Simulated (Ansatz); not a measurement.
Values for one crystal, relaxed and computed with plane-wave PAW PBEsol (Ansatz code); other levels are named.

```yaml
volume_per_atom: 19.38 Å³
band_gap: 0.95 eV (direct)
Electron effective mass with spin–orbit coupling: 0.11, 0.44, 1.0 mₑ (principal values)
Pressure derivative B′: 9.4
mechanical_stability: stable (all eigenvalues of C positive)
Formation energy from the elements (no fitted shifts): -0.034 eV/atom
HSE06 gap on the PBEsol cell: 2.14 eV
```

Which of these materials gives this?
A) Ag2S, Cmcm (Ag on 4c, Ag on 4b, S on 4c)
B) ZnS, zinc blende
C) SnO2, rutile
D) K2S, anti-fluorite

A, Ag2S, Cmcm (Ag on 4c, Ag on 4b, S on 4c)

The first step of the workflow began from a Materials Project structure, measured or hypothetical; the Crystallography Open Database copy checked does not list it. COD files the formula under space group No. 4, 14, so this cell is another polymorph or a model. Whether it is the stable phase at ambient conditions was not checked. Symmetry was held in the PBEsol relaxation; whether a distortion lowers the energy is not shown. The run is not spin-polarised. The references are the lowest solids computed at this level, not always the standard phases. Scalar-relativistic: spin–orbit coupling is off unless named, which matters more the heavier the elements.

Potentials: the later of the program's two PAW sets.
